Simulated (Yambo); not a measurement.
G0W0@LDA for Na₂CO₃ (space group P6_3/mmc, No. 194) in Yambo (3×3×2 mesh, 7 Ry block, plasmon pole, screening fixed), without a terminator:

| bands N in G | gap Γ → Γ (eV) | shift of the valence edge (eV) |
|---|---|---|
| 93 | 5.888 | -1.022 |
| 148 | 6.013 | -1.283 |
| 220 | 6.125 | -1.459 |

Problem. Extrapolate both columns to infinite N with E(N) = E∞ + A/N, test the form, and compare with the terminator.

Solution. From two points, E∞ = (N2 E2 − N1 E1)/(N2 − N1). The two largest N give 6.36 eV for the gap and -1.82 eV for the shift; the two smallest give 6.22 eV and -1.72 eV. For the gap the slopes A are -31 and -51 eV: the form isn't reached, and its limit is uncertain. For the shift the slopes A are 65 and 80 eV: the form isn't reached, and its limit is uncertain. With the Bruneval-Gonze terminator and 220 bands the run gives 6.28 eV and -1.70 eV, 0.07 eV and 0.13 eV from the extrapolated values: the terminator too is an estimate of the remainder. Block, mesh and the bands in W are held fixed.

Geometry of the Materials Project entry, not relaxed at this level; primitive cell a = b = 5.2106 Å, c = 6.0727 Å, α = β = 90.00°, γ = 120.00°.

The structure is a Materials Project entry; no match was found in the copy of COD used, and its stability was not checked.

A shift is the quasiparticle energy of the state minus its LDA energy.
